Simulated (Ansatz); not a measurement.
## How far is PAW off for BiAs?

```xyz
2
Lattice="-0.0603 3.0165 3.0165 3.0165 -0.0603 3.0165 2.9562 2.9562 0.0000" Properties=species:S:1:pos:R:3 pbc="T T T"
Bi    0.0000    0.0000    0.0000
As    2.9562    2.9562    3.0165
```

Atoms are numbered in the order listed.

Conventional cell: a = 4.181 Å, b = 4.351 Å, c = 6.033 Å, α = 90.00°, β = 90.00°, γ = 90.00°. Bi (atom 1) has 6 As at 3.02 Å as nearest neighbours. As (atom 2) is surrounded by 6 Bi at 3.02 Å.

The cell was built from the rocksalt type and relaxed in the same program; it needn't be a known or the stable phase. The listed cell was then made from it by scaling, straining or moving an atom.

No spin–orbit coupling, which matters for the heavy atoms here.

Methods: DFT, PBE, PAW with Ansatz's default frozen-core files, scalar-relativistic (Ansatz 0.2.0); DFT, PBE, all-electron LAPW, scalar-relativistic (Ansatz 0.2.0).

For PAW: a Γ-centred 11×11×11 k mesh, Fermi–Dirac smearing of 0.03 eV, cutoff 420 eV, no spin polarisation. LAPW targets a basis error of 0.5 meV/atom. The Ansatz runs share mesh, smearing and spin set-up. Plane-wave (PAW) pressures include the program's estimate of the Pulay term.

Stress and pressure are positive in compression.

The change that made this cell: xy engineering shear strain of -4 %.

PAW results:

| quantity | PAW |
| --- | --- |
| pressure (GPa) | 0.00 |
| stress xx (GPa) | 0.05 |
| stress zz (GPa) | -0.09 |
| stress xy (GPa) | 1.08 |

Task: What does all-electron LAPW give for the same quantities?

Result: 
```
       quantity   LAPW
 pressure (GPa)   0.02
stress xx (GPa)   0.06
stress zz (GPa)  -0.07
stress xy (GPa)   1.08
```
